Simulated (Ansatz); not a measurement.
Pd (fcc, Cu type)

```xyz
2
Lattice="0.0000 3.9428 3.9428 1.9714 0.0000 1.9714 1.9714 1.9714 0.0000" Properties=species:S:1:pos:R:3 pbc="T T T"
Pd     0.0000     0.0000     0.0000
Pd     0.0000     1.9714     1.9714
```

A phonon eigenvector at L = (0.5, 0.0, 0.0) is frozen into this cell: atom i moves by Q times the vector below, so Q is the largest atomic displacement, in Å. The cell is held. (q is in reciprocal vectors of the primitive cell; the cell shown is doubled to hold the pattern.)

```csv
atom,x,y,z
Pd1,-0.577,0.577,0.577
Pd2,0.577,-0.577,-0.577
```

Computed with PBE (plane waves to 420 eV, PAW, scalar-relativistic; Ansatz, a program for electronic structure). k mesh 10×20×20 (Γ-centred), Fermi-Dirac smearing 0.05 eV. With partly filled bands, energies and forces of such displacements shift with the k mesh and the smearing. Pd is run without spin polarisation. Pd was relaxed with its symmetry unable to fall.

At one point of the scan the forces (eV/Å) are:

```json
[
 {"atom": "Pd1", "Fx": "-1.101", "Fy": "1.101", "Fz": "1.101"},
 {"atom": "Pd2", "Fx": "1.101", "Fy": "-1.101", "Fz": "-1.101"}
]
```

Problem. Which point is it?
A) Q = -0.067 Å
B) Q = -0.033 Å
C) Q = -0.083 Å
D) Q = -0.100 Å

Solution. D, Q = -0.100 Å

(For displaced atoms, the force is minus the slope of the energy, and its curvature is a force constant, which sets phonon frequencies.)
